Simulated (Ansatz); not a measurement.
A structure of ScBiO3 relaxed with r2SCAN (plane waves to 500 eV, PAW, scalar-relativistic; Ansatz, a program for electronic structure); single points at other levels follow on the same geometry (Ansatz, PAW; HSE06 at 420 eV on a 4×3×4 k-mesh; no spin-orbit coupling). Space group Pnma (No. 62).

Space group Pnma (No. 62); a = 5.8665 Å, b = 8.0350 Å, c = 5.5483 Å, α = β = γ = 90.00°

```json
[
 {"atom": "Bi", "site": "4c", "symmetry": ".m.", "x": "0.0403", "y": "0.2500", "z": "0.4899"},
 {"atom": "Sc", "site": "4a", "symmetry": "-1", "x": "0.0000", "y": "0.0000", "z": "0.0000"},
 {"atom": "O", "site": "4c", "symmetry": ".m.", "x": "0.0356", "y": "0.7500", "z": "0.1165"},
 {"atom": "O", "site": "8d", "symmetry": "1", "x": "0.3094", "y": "0.0550", "z": "0.1821"}
]
```

| level | gap (eV) | kind | conduction minimum |
|---|---|---|---|
| r2SCAN | 3.38 | direct | Γ |
| HSE06 | 4.04 | – | Γ |

For this cell size the semilocal gaps come from the SCF mesh and high-symmetry points. No spin polarisation in the result.

The run could not lose the symmetry of its start.

The first start was generated by placing the elements on the sites of a structure type. A measured structure of ScBiO3 has the same space group, Pnma (No. 62); the sites were not compared with it.
